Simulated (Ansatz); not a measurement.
Pb (hcp, Mg type)

```yaml
crystal:
  lattice:
    - [3.48574, 0.00000, 0.00000]
    - [-1.74287, 3.01874, 0.00000]
    - [0.00000, 0.00000, 5.75641]
  atoms:
    - { symbol: Pb, position: [0.33333, 0.66667, 0.25000] }
    - { symbol: Pb, position: [0.66667, 0.33333, 0.75000] }
```

This relaxed cell (volume V₀) is scaled evenly in all directions, its shape held. Symmetry pins the atoms to their sites.

The numbers are results of r2SCAN+rVV10 (plane waves to 500 eV, PAW, scalar-relativistic; Ansatz, a program for electronic structure), not measurements. k mesh 15×15×8 (Γ-centred), Fermi-Dirac smearing 0.05 eV. E stands for the smeared free energy. Compression counts positive. With the shape held, the modulus is that of even scaling; a crystal free to change shape is softer. Pb was relaxed with its symmetry unable to fall. Spin-orbit coupling is left out, though Pb is heavy. This is one of several known forms of Pb; the measured ambient cells at hand have space group No. 225. The zero of ΔE is the relaxed starting cell. The last digit holds for this mesh only.

```csv
V (Å³/atom),ΔE (meV/atom)
27.257,55.6
27.863,34.1
28.469,18.4
29.075,7.9
29.680,1.9
30.286,0.0
30.892,1.8
31.497,6.8
32.103,withheld
32.709,25.2
33.315,38.1
```

Q: Fit a third-order Birch-Murnaghan form (E₀, V₀, B₀, B₀′ free) to the given rows and predict ΔE at V = 32.103.

A: Least squares on the 10 given rows: ΔE = E₀ + (9V₀B₀/16)·y²·[2 + (B₀′ − 4)y], y = (V₀/V)^(2/3) − 1, with V₀ = 30.285 Å³/atom, B₀ = 48.18 GPa (160.2 GPa = 1 eV/Å³; the term in eV is multiplied by 1000), B₀′ = 4.68, E₀ = 0.02 meV/atom; root-mean-square residual 0.02 meV/atom. At 32.103 the fit gives 14.7 meV/atom; the calculation gives 14.7 meV/atom, the same to the digits shown. For the pressure the fit gives -2.5 GPa against the computed -2.5 GPa.

(Under strain, the slope of the energy per volume gives the stress and its curvature an elastic modulus.)
